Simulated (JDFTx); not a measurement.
System: diantimony, Sb2 (SMILES [Sb]#[Sb]), charge 0, multiplicity 1; geometry: a GFN2-xTB minimum in vacuum (no imaginary frequency past 20 cm⁻¹; largest PBE force component 0.5 eV/Å). Coordinates in Å:
```xyz
2

Sb     1.267    -0.019     0.010
Sb    -1.267     0.019    -0.010
```

All numbers are PBE, GBRV ultrasoft potentials, plane waves to 20/100 Ha results from JDFTx (a modified build), not measurements. Liquid: CANDLE, water, 1 M NaCl. The liquid run sits in a periodic box with 5 Å from the outermost atoms to the faces; the vacuum run is isolated. The box matters at about 0.01 eV. ΔG_solv is the difference of the two single-point energies, liquid minus vacuum; no corrections are added.

The values are those of the intact species: the continuum can't coordinate to it or react with it.

```yaml
solvation_energy: 1.1 kcal/mol
"part: cavitation term of the fluid": 11.9 kcal/mol
"part: dispersion term of the fluid": -9.0 kcal/mol
"part: electrostatic term of the fluid": -2.2 kcal/mol
"part: distortion of the solute's electrons": 0.4 kcal/mol
"highest occupied level in vacuum (zero: vacuum level)": -5.74 eV
"highest occupied level in the liquid (zero: bulk electrolyte)": -5.37 eV
volume of the model's cavity: 246.9 Å³
rough_cost_vacuum_and_liquid_run: 90 s and 2 min of core time
```
